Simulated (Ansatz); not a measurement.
## Zincblende alloy of CdTe and MgTe (24 of 32 Cd sites exchanged), 64 atoms

Ansatz, PAW, plane waves. PBEsol relaxation of volume and atoms (shape held) at the single k point (¼, ¼, ¼) without its symmetry partners; single points on the relaxed atoms at the Γ point alone, onto which points of the small cell's zone fold. Arrangement: random. No spin–orbit coupling unless named.

Relaxed structure:

```yaml
crystal:
  lattice:
    - [12.90217, 0.00000, 0.00000]
    - [0.00000, 12.90217, 0.00000]
    - [0.00000, 0.00000, 12.90217]
  atoms:
    - { symbol: Mg, position: [0.99916, 0.00115, 0.00065] }
    - { symbol: Mg, position: [0.00104, 0.99957, 0.49856] }
    - { symbol: Mg, position: [0.99924, 0.49989, 0.50019] }
    - { symbol: Mg, position: [0.50066, 0.99984, 0.99942] }
    - { symbol: Mg, position: [0.49920, 0.00119, 0.50070] }
    - { symbol: Mg, position: [0.49927, 0.49934, 0.99975] }
    - { symbol: Mg, position: [0.50045, 0.50050, 0.49889] }
    - { symbol: Mg, position: [0.24972, 0.24990, 0.00020] }
    - { symbol: Mg, position: [0.24954, 0.74995, 0.49956] }
    - { symbol: Mg, position: [0.74964, 0.25029, 0.99918] }
    - { symbol: Mg, position: [0.74960, 0.25023, 0.50007] }
    - { symbol: Mg, position: [0.74903, 0.75009, 0.99988] }
    - { symbol: Mg, position: [0.24887, 0.00012, 0.25059] }
    - { symbol: Mg, position: [0.25053, 0.49886, 0.24954] }
    - { symbol: Mg, position: [0.24863, 0.50043, 0.75043] }
    - { symbol: Mg, position: [0.74933, 0.00019, 0.75083] }
    - { symbol: Mg, position: [0.74896, 0.49955, 0.25016] }
    - { symbol: Mg, position: [0.74976, 0.49904, 0.74895] }
    - { symbol: Mg, position: [0.00044, 0.24996, 0.24940] }
    - { symbol: Mg, position: [0.99909, 0.24971, 0.74996] }
    - { symbol: Mg, position: [0.99896, 0.74986, 0.25005] }
    - { symbol: Mg, position: [0.49961, 0.24986, 0.25024] }
    - { symbol: Mg, position: [0.50084, 0.25011, 0.74957] }
    - { symbol: Mg, position: [0.49997, 0.75017, 0.74983] }
    - { symbol: Cd, position: [0.00013, 0.49959, 0.00079] }
    - { symbol: Cd, position: [0.25091, 0.25200, 0.50089] }
    - { symbol: Cd, position: [0.25110, 0.74991, 0.00053] }
    - { symbol: Cd, position: [0.75137, 0.75041, 0.50100] }
    - { symbol: Cd, position: [0.25111, 0.00089, 0.75042] }
    - { symbol: Cd, position: [0.75102, 0.00117, 0.24990] }
    - { symbol: Cd, position: [0.00026, 0.74957, 0.75078] }
    - { symbol: Cd, position: [0.50090, 0.74974, 0.25010] }
    - { symbol: Te, position: [0.12516, 0.12501, 0.12495] }
    - { symbol: Te, position: [0.12372, 0.12510, 0.62454] }
    - { symbol: Te, position: [0.12520, 0.62501, 0.12708] }
    - { symbol: Te, position: [0.12535, 0.62419, 0.62373] }
    - { symbol: Te, position: [0.62404, 0.12606, 0.12405] }
    - { symbol: Te, position: [0.62534, 0.12498, 0.62493] }
    - { symbol: Te, position: [0.62534, 0.62343, 0.12361] }
    - { symbol: Te, position: [0.62426, 0.62421, 0.62548] }
    - { symbol: Te, position: [0.37506, 0.37428, 0.12477] }
    - { symbol: Te, position: [0.37678, 0.37746, 0.62671] }
    - { symbol: Te, position: [0.37544, 0.87733, 0.12554] }
    - { symbol: Te, position: [0.37560, 0.87396, 0.62387] }
    - { symbol: Te, position: [0.87345, 0.37369, 0.12603] }
    - { symbol: Te, position: [0.87510, 0.37460, 0.62468] }
    - { symbol: Te, position: [0.87535, 0.87385, 0.12372] }
    - { symbol: Te, position: [0.87590, 0.87762, 0.62569] }
    - { symbol: Te, position: [0.37495, 0.12438, 0.37421] }
    - { symbol: Te, position: [0.37674, 0.12682, 0.87614] }
    - { symbol: Te, position: [0.37379, 0.62407, 0.37529] }
    - { symbol: Te, position: [0.37577, 0.62397, 0.87372] }
    - { symbol: Te, position: [0.87652, 0.12670, 0.37622] }
    - { symbol: Te, position: [0.87456, 0.12511, 0.87497] }
    - { symbol: Te, position: [0.87513, 0.62360, 0.37395] }
    - { symbol: Te, position: [0.87274, 0.62409, 0.87489] }
    - { symbol: Te, position: [0.12380, 0.37604, 0.37407] }
    - { symbol: Te, position: [0.12529, 0.37350, 0.87400] }
    - { symbol: Te, position: [0.12483, 0.87403, 0.37431] }
    - { symbol: Te, position: [0.12445, 0.87618, 0.87626] }
    - { symbol: Te, position: [0.62463, 0.37456, 0.37504] }
    - { symbol: Te, position: [0.62491, 0.37535, 0.87479] }
    - { symbol: Te, position: [0.62460, 0.87643, 0.37623] }
    - { symbol: Te, position: [0.62477, 0.87471, 0.87474] }
```

Q: What are the mean bond lengths by pair (pairs within 1.2 times the sum of covalent radii, less contacts 15 % beyond the pair's median; cation–cation pairs of compounds aside; long ionic contacts are cut short by that bound)?

A: Cd–Te 2.812 ± 0.004 Å (standard deviation, 32 bonds); Mg–Te 2.787 ± 0.002 Å (standard deviation, 96 bonds).

Q: What gap lies between the top filled and the lowest empty level in the single points?

A: HSE06 2.77 eV (43 s on NVIDIA GB200).
